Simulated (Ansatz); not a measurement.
Consider the following.

CsPbBr₃:
Space group Pm-3m (No. 221); a = b = c = 5.9341 Å, α = β = γ = 90.00°

```csv
atom,site,symmetry,x,y,z
Cs,1a,m-3m,0.0000,0.0000,0.0000
Pb,1b,m-3m,0.5000,0.5000,0.5000
Br,3c,4/mm.m,0.0000,0.5000,0.5000
```

This is the r²SCAN-relaxed structure.

All from r²SCAN (plane waves, PAW; program Ansatz), unless another level is named. Give the HSE06 gap on the r²SCAN cell.

2.22 eV.

What about the formation energy from the elements (no fitted shifts)?

-1.48 eV/atom.

Predict the gap with spin–orbit coupling.

0.75 eV.

Give the valence-band maximum.

at R.

What about the weight of the conduction-edge state by species (Voronoi cells)?

Pb 63 %, Br 35 %.

Next, the weight of the valence-edge state by species (Voronoi cells)?

Br 71 %, Pb 29 %.

This is a known high-temperature phase of the composition, computed here at zero pressure and temperature. The cell was relaxed with r²SCAN under the symmetry of its start; its stability against distortions is not shown here. The references are the lowest solids computed at this level, not always the standard phases. Scalar-relativistic: spin–orbit coupling is off unless named, which matters more the heavier the elements.

Potentials: the later of the program's two PAW sets.
